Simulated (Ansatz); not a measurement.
What settings do to one calculation: Si started on a P site next to H started midway between two neighbours in wurtzite GaP, 17 atoms, charge 0

Ansatz (PAW, plane waves), atoms fixed. The base input:

```yaml
crystal:
  lattice:
    - [7.666922, 0.000000, 0.000000]
    - [-0.000001, 6.639750, 0.000000]
    - [0.000000, 0.000000, 6.315821]
  atoms:
    - { symbol: Ga, position: [0.993943, 0.331042, 0.005619] }
    - { symbol: Ga, position: [0.499204, 0.337387, 0.001323] }
    - { symbol: Ga, position: [0.248526, 0.830908, 0.999885] }
    - { symbol: Ga, position: [0.749958, 0.830367, 0.000102] }
    - { symbol: Ga, position: [0.218792, 0.149970, 0.519400] }
    - { symbol: Ga, position: [0.003615, 0.666329, 0.498538] }
    - { symbol: Ga, position: [0.750983, 0.162740, 0.489232] }
    - { symbol: Ga, position: [0.496678, 0.664298, 0.498016] }
    - { symbol: P, position: [0.992073, 0.329856, 0.378270] }
    - { symbol: P, position: [0.249704, 0.838971, 0.375455] }
    - { symbol: P, position: [0.751334, 0.833623, 0.373641] }
    - { symbol: P, position: [0.253419, 0.166471, 0.872549] }
    - { symbol: P, position: [0.001687, 0.669238, 0.874517] }
    - { symbol: P, position: [0.749839, 0.167264, 0.877766] }
    - { symbol: P, position: [0.499710, 0.664727, 0.877128] }
    - { symbol: Si, position: [0.524991, 0.350964, 0.364324] }
    - { symbol: H, position: [0.369505, 0.253761, 0.440128] }
kpoints:
  mp_grid: { grid: [2, 2, 2], shift: [0.5, 0.5, 0.5] }
hamiltonian:
  xc: pbesol
scf:
  occupations: { method: fermi_dirac, width: 0.01 }
output:
  forces: true
  eigenvalues: true
  stress: true
  populations: true
```

Command:

```sh
ansatz run in.yaml --threads 7 --pin off --max-ram 13300MiB --runs-dir r --events-out ev --progress --plain
```

It converged in 9 iterations and 3.6 s of wall time on 7 threads of a Neoverse-V2 processor, on a host shared with other runs; peak host memory 0.99 GiB; largest force component 2.66 eV/Å, pressure 4.04 GPa. The cutoff was the default, 420 eV. The base isn't a converged reference: it has few k points, and its atoms are unrelaxed. Each run below changes the keys shown and caps the iterations.

```
run                                                     changed         ending  iterations  free energy less the base (meV per atom)  rms change of forces (eV/Å)  change of pressure (GPa)  wall time (s, shared host)
  1  xc_grid 3 (2 is the default), ecutrho_ratio 1, max_iter 70      converged           8                                    -902.5                        0.466                     25.96                     2.2 CPU
  2   initial_magnetization 4, dr2_threshold 1e-09, max_iter 14  not converged           –                                         –                            –                         –                           –
  3  ecutrho_ratio 2, xc_grid 3 (2 is the default), max_iter 50      converged           9                                      -7.9                        0.005                      0.41                     2.6 CPU
  4                                ecutrho_ratio 1, max_iter 50      converged           8                                    -902.5                        0.466                     25.96                     2.2 CPU
  5                                  dispersion d4, max_iter 50      converged           9                                other zero                        0.003                     -1.80                     2.8 CPU
  6     max_iter 14, mixing algorithm anderson, mixing beta 1.5        refused           –                                         –                            –                         –                           –
```

«Other zero»: another functional, charge or dispersion term moves the zero of energy, so the difference says nothing of accuracy.

**Question.** Which changes leave the result alone, and which of the same physical model moves the forces most?

**Answer.** None leaves the forces within 0.002 eV/Å. Run 4 (ecutrho_ratio 1, max_iter 50) moves them most among the runs with the same functional, charge and dispersion term, by 0.466 eV/Å.

**Question.** Why did some runs give no result?

**Answer.** - run 2: did not converge after 14 iterations: dr2 = 7.14e-9 (threshold 1.00e-9), under the density mixer `msr1`, which `scf.mixing.algorithm: auto` chose by the deck's other keys (type `scf.mixing.algorithm: msr1` to keep it);
- run 6: invalid value for `scf.mixing.beta`: must be finite and in (0, 1]; got 1.5
